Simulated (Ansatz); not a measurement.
Starting cell, La2O3 (A-La2O3 type, space group P-3m1):

```
CELL_PARAMETERS angstrom
      3.90646     0.00000     0.00000
     -1.95323     3.38309     0.00000
      0.00000     0.00000     6.03942
ATOMIC_POSITIONS crystal
  La 0.33333 0.66667 0.24534
  La 0.66667 0.33333 0.75466
  O  0.00000 0.00000 0.00000
  O  0.33333 0.66667 0.64608
  O  0.66667 0.33333 0.35392
```

In this cell atom 5 (O, nearest neighbour La at 2.349 Å; its periodic images, 3.9 Å or more away, move with it) is moved by s along Cartesian [110], unit vector (0.707, 0.707, 0.000); all other atoms and the cell stay fixed.

These are PBEsol (plane waves to 420 eV, PAW, scalar-relativistic; Ansatz, a program for electronic structure) values and carry that method's errors. k mesh 8×8×5 (Γ-centred), Fermi-Dirac smearing 0.05 eV. The energy includes the smearing's −TS. Compression counts positive. Left out: 2 of 11 points, with atoms too close for the PAW data. F∥ is the force on the atom along that direction. F⊥ is the part of the force across the line. La2O3 is run without spin polarisation. La2O3 was relaxed with its symmetry unable to fall. The PAW data are Ansatz's earlier set. The zero of ΔE is the undisplaced structure.

| s (Å) | ΔE (meV/cell) | P (GPa) | F∥ (eV/Å) | |F⊥| (eV/Å) |
|---|---|---|---|---|
| -0.470 | 755 | 4.08 | 3.030 | 1.480 |
| -0.376 | 494 | 2.76 | 2.510 | 0.932 |
| -0.282 | 284 | 1.63 | 1.944 | 0.517 |
| -0.188 | 130 | 0.77 | 1.342 | 0.227 |
| -0.094 | 33 | 0.20 | 0.699 | 0.057 |
| 0.000 | 0 | 0.01 | 0.000 | 0.001 |
| 0.094 | 36 | 0.22 | -0.786 | 0.059 |
| 0.188 | 152 | 0.92 | -1.698 | 0.241 |
| 0.282 | 361 | 2.14 | -2.790 | 0.568 |

Derived quantities:

| Quantity | Result |
|---|---|
| Energy at s = 0.282 Å | 361 meV/cell |
| Force along the line at s = -0.470 Å | 3.03 eV/Å |
| Symmetry of the curve | not even: the positive side lies higher at ±0.282 Å |
| Shape of the curve | a single well with its minimum at or next to zero displacement |
| Force constant k = d²E/ds² at s = 0 (finite differences) | 7.84 eV/Å² |
| Harmonic estimate at the end of the scan | ½ks² = 312 meV/cell against the computed 361 meV/cell, so the well is stiffer than harmonic there |

The 11 points together took about 5 core-minutes (a rough figure).

(A displaced cell: forces are minus the slopes of the energy, force constants its curvatures, and phonons follow from these.)
